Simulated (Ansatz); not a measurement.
This Sm3F2 structure is the end of a relaxation. The cell was found from a structure generator's guess, not taken from experiment.

These are results of DFT PBE, scalar-relativistic, plane waves, PAW, and for the lanthanide a 4f-in-core norm-conserving potential (Ansatz), not measurements. Cutoff 690 eV, Γ-centred mesh, Gaussian smearing, no spin polarisation.

```
Sm F
1.0
     4.93705    0.00000    0.00000
     0.00000    4.93705    0.00000
     0.00000    0.00000    4.93705
Sm F
3 2
Direct
  0.50000 0.00000 0.00000
  0.00000 0.50000 0.00000
  0.00000 0.00000 0.50000
  0.50000 0.50000 0.50000
  0.00000 0.00000 0.00000
```

Formation energies are uncorrected and refer to the elements' standard structures at the same level (F₂ as a molecule).

**Question.** What space group does it have?

**Answer.** Pm-3m (No. 221). Conventional cell: a = 4.937 Å. Sm has 2 F at 2.47 Å, 4 F at 3.49 Å and 8 Sm at 3.49 Å; around F on its first site lie 12 Sm at 3.49 Å; around F on its second site lie 6 Sm at 2.47 Å.

**Question.** How far does it lie from the elements in energy?

**Answer.** −0.97 eV/atom.

**Question.** Is it a metal?

**Answer.** Yes, bands cross the Fermi level on the 8×8×8 mesh.

The last run used an 8×8×8 mesh for its 5-atom cell and Gaussian smearing of 0.10 eV. An odd number of valence electrons (the lanthanide is held trivalent, its 4f shell in the core) allows no gap without spin; another valence of the lanthanide, a larger cell or a magnetic state could open one. The cell is a metal run without spin; a magnetic state may lie lower. Symmetry constrained the relaxation, so the result can be a saddle point. Another cell of Sm3F2 relaxed alike, in P4mm, lies 0.52 eV/atom lower, so this cell isn't the stable form at this level.

The lanthanide is trivalent by construction, without f bands, f moments or other valences. The reference runs of the other elements, and any phases without the lanthanide, used 420 eV, which shifts energies against them by under 10 meV/atom. The lanthanide's reference is the lowest of its hcp, dhcp and fcc cells.
